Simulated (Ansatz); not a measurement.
## Formation energy of AuCu3-type EuMn₃

Computed with Ansatz (plane waves, PAW, 420 eV cutoff): PBE, scalar-relativistic, collinear spin, 8×8×8 k-mesh, Gaussian smearing of 0.05 eV. The datasets are Ansatz's generated set soft_2.

The structure was built from a prototype; whether the compound forms in it isn't claimed.

It takes space group Pm-3m (No. 221, cubic). Conventional cell: a = 4.126 Å, b = 4.126 Å, c = 4.126 Å, α = 90.00°, β = 90.00°, γ = 90.00°. Eu (site symmetry m-3m) is surrounded by 12 Mn at 2.92 Å. Mn (site symmetry 4/mmm) is surrounded by 4 Eu at 2.92 Å and 8 Mn at 2.92 Å. (Neighbours are counted to 15 % beyond the shortest distance.)

The elements were computed in their standard states with the same datasets, cutoff and functional. The compound's run is ferrimagnetic, with site spin moments Eu 6.54; Mn -3.43 μB. Total energies depend on the potentials used, so only differences within one code and one set of settings carry meaning.

Energy of the relaxed cell (4 atoms, smearing extrapolated to zero): -20461.061 eV. Elements, in eV/atom: Eu -8766.469, Mn -3898.849.

Task: What is the formation energy?

Result: [-20461.061 − (1 × -8766.469 + 3 × -3898.849)] / 4 = 0.49 eV/atom, or 47 kJ per mole of atoms.

The value is for 0 K, without zero-point energy. A positive value means that this structure is unstable even against the elements at this level.

Without a U the 4f levels of Eu lie too near the Fermi level, so their share of the states there, and what hangs on it, is overstated. Spin–orbit coupling, which matters for such heavy elements, is left out. The run wasn't fully tested for a lower electronic state. Site moments are of spin, integrated over atomic spheres.
